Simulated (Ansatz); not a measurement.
BAs (zinc blende, F-43m), LDA (plane waves, PAW; program Ansatz): ε∞ = 9.66, cell volume 26.49 Å³. Infrared-active transverse modes:

| ω_TO (cm⁻¹) | oscillator strength S_xx (e²/amu) |
|---|---|
| 699.9 | 0.03071 |

Compute the static dielectric constant.

Each mode adds (4.921e7/V) S/ω²: 0.12. So ε0 = 9.77.

What LO frequency does the Lyddane–Sachs–Teller relation give?

ω_LO = ω_TO √(ε0/ε∞) = 704 cm⁻¹.

The cell was relaxed with LDA under the symmetry of its start. Scalar-relativistic: spin–orbit coupling is off unless named, which matters more the heavier the elements.

Potentials: the earlier of the program's two PAW sets. The files were generated under PBE; for other functionals the program regenerates the frozen cores, and for LDA and PBEsol the local potential too.
